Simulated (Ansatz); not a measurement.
BaSrTi$_{2}$O$_{6}$ in space group P4mm (No. 99; Pearson symbol tP10), PBE in the plane-wave PAW code Ansatz, all energies at zero smearing, with the estimated change up to a 700 eV cutoff added, with one set of potentials and settings (totals compare only within such a set). Cell of 10 atoms (1 Ba, 6 O, 2 Ti, 1 Sr): -17914.327 eV.

| element | reference phase | E (eV/atom) |
|---|---|---|
| Ba | Im-3m, 1 atoms in the cell | -5949.7005 |
| O | C2/m, 4 atoms in the cell, spin-polarised | -565.0042 |
| Ti | P6/mmm, 3 atoms in the cell | -2499.6763 |
| Sr | C2/m, 3 atoms in the cell | -3544.2405 |

Formation energy per atom, worked out: (-17914.327 − 1×(-5949.7005) − 6×(-565.0042) − 2×(-2499.6763) − 1×(-3544.2405))/10 = -3.101 eV/atom (-299 kJ per mol of atoms), at 0 K, without zero-point energy or fitted corrections.

The start of the workflow was typed in or built on a structure type; neither database checked (COD, Materials Project) lists it. Its standing as an ambient phase is unchecked. The cell was relaxed with PBE under the symmetry of its start; its stability against distortions is not shown here. The workflow began spin-polarised and lost its moments. The references are the lowest solids computed at this level, not always the standard phases (solids in place of the gases). Scalar-relativistic: spin–orbit coupling is off unless named, which matters more the heavier the elements.

Potentials: the earlier of the program's two PAW sets.
